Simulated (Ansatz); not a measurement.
Space group P-6m2 (No. 187). a = 3.930 Å, b = 3.930 Å, c = 9.877 Å, α = 90.00°, β = 90.00°, γ = 120.00°
```json
{"atom": "Ni", "site": "2g", "symmetry": "3m.", "x": "0.0000", "y": "0.0000", "z": "0.3735"}
{"atom": "Ni", "site": "2g", "symmetry": "3m.", "x": "0.0000", "y": "0.0000", "z": "0.8785"}
{"atom": "Ni", "site": "1f", "symmetry": "-6m2", "x": "0.6667", "y": "0.3333", "z": "0.5000"}
{"atom": "Ni", "site": "2h", "symmetry": "3m.", "x": "0.3333", "y": "0.6667", "z": "0.2455"}
{"atom": "Ge", "site": "2i", "symmetry": "3m.", "x": "0.6667", "y": "0.3333", "z": "0.2416"}
{"atom": "Ge", "site": "1c", "symmetry": "-6m2", "x": "0.3333", "y": "0.6667", "z": "0.0000"}
{"atom": "Ge", "site": "1d", "symmetry": "-6m2", "x": "0.3333", "y": "0.6667", "z": "0.5000"}
```

Equation of state of this Ni₇Ge₄ structure (not necessarily the ground state), with shape and atoms relaxed at each volume where symmetry leaves them free. It has no gap at any of these volumes. These are results of Ansatz, DFT PBEsol, scalar-relativistic, plane waves, PAW, not measurements.

Cutoff 420 eV; k points 12×12×4 on the computed 11-atom cell (Γ-centred); Gaussian smearing, width 0.10 eV; no spin polarisation.

| V (Å³/atom) | E − E(largest V) (meV/atom) | P (GPa) |
| --- | --- | --- |
| 10.569 | 104.41 | 31.96 |
| 10.929 | 44.44 | 21.76 |
| 11.290 | 5.51 | 13.20 |
| 11.650 | -15.78 | 6.02 |
| 12.010 | -22.26 | 0.00 |
| 12.371 | -16.33 | -5.05 |
| 12.731 | 0.00 | -9.27 |

Question: Fit a third-order Birch–Murnaghan equation to E(V).

Answer: V0 = 12.01 Å³/atom, B0 = 184 GPa, B0' = 4.8.

1 further run of this set didn't finish or converge.